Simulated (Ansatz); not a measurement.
GaSb (zinc blende, space group No. 216), a = b = c = 6.214 Å, α = β = γ = 90.00°; the cell used has 2 atoms.

Relaxed with PBE.

Tabulate the valence density and the electron localisation function along the shortest Sb–Ga contact (2.69 Å), PBE (plane waves, PAW; program Ansatz).



```csv
distance from Sb (Å),density (e/Å³),ELF
0.27,15.03,0.00
0.40,8.90,0.01
0.54,4.48,0.07
0.67,2.11,0.20
0.81,1.10,0.31
0.94,0.71,0.39
1.08,0.54,0.50
1.21,0.45,0.65
1.35,0.40,0.72
1.48,0.38,0.64
1.61,0.40,0.47
1.75,0.48,0.34
1.88,0.69,0.28
2.02,1.25,0.20
2.15,3.16,0.11
2.29,9.35,0.04
2.42,23.48,0.03
```

The density is the valence pseudo-density with augmentation charge, so density and ELF within about 1 Å of a nucleus are not all-electron values.

Space group F-43m (zinc blende). Symmetry was held in the PBE relaxation; phonons on a q-mesh show no instability. Scalar-relativistic: spin–orbit coupling is off unless named, which matters more the heavier the elements.

Potentials: the later of the program's two PAW sets.
